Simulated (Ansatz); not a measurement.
Here is an unrelaxed guess for MgZn₂O₆.

```
Mg Zn O
1.0
     0.00000    3.80749    3.80749
     3.80749    0.00000    3.80749
     3.80749    3.80749    0.00000
Mg Zn O
1 2 6
Cartesian
  0.0000 0.0000 0.0000
  5.7112 5.7112 5.7112
  1.9037 1.9037 1.9037
  0.0000 1.9037 1.9037
  1.9037 0.0000 1.9037
  1.9037 1.9037 0.0000
  3.8075 1.9037 1.9037
  1.9037 3.8075 1.9037
  1.9037 1.9037 3.8075
```

Level of theory: DFT PBE, scalar-relativistic, plane waves, PAW (Ansatz 0.2.0). Settings: cutoff 420 eV, Γ-centred mesh 4×4×4 on the computed 9-atom cell, Gaussian smearing of 0.10 eV; collinear spin from starting moments 0.0 0.0 0.0 1.0 1.0 1.0 1.0 1.0 1.0 μB.

Formation energies are uncorrected and refer to the elements' standard structures at the same level (O₂ as a molecule).

**Question.** Estimate its pressure, forces and energy as it stands.

**Answer.** The pressure is 3.9 GPa (it wants to expand), the largest force is 0.00 eV/Å (symmetry fixes the atoms), and the energy is −0.21 eV/atom against the elements. The shortest distance is 1.90 Å.

**Question.** How much does it gain on relaxing, and where does it end?

**Answer.** Relaxing gains under 0.1 eV/atom (the start's value is from the coarse mesh, so the gain is rough) in 7 ionic steps and ends at −0.21 eV/atom on the finer mesh. The symmetry stays Fm-3m (No. 225). The volume per atom grows by 4.3 %, from 12.3 to 12.8 Å³. The shortest distance goes from 1.90 Å (Zn–O) to 1.93 Å (Zn–O). Conventional cell: a = 7.723 Å. Around Mg lie 12 O at 2.73 Å; Zn has 6 O at 1.93 Å; O is surrounded by 2 Zn at 1.93 Å, 2 Mg at 2.73 Å and 8 O at 2.73 Å.

The last run used collinear spin, an 8×8×8 mesh for its 9-atom cell and Gaussian smearing of 0.10 eV. Another magnetic order may lie lower. The relaxation can't lower the symmetry of the start. Symmetry constrained the relaxation, so the result can be a saddle point.
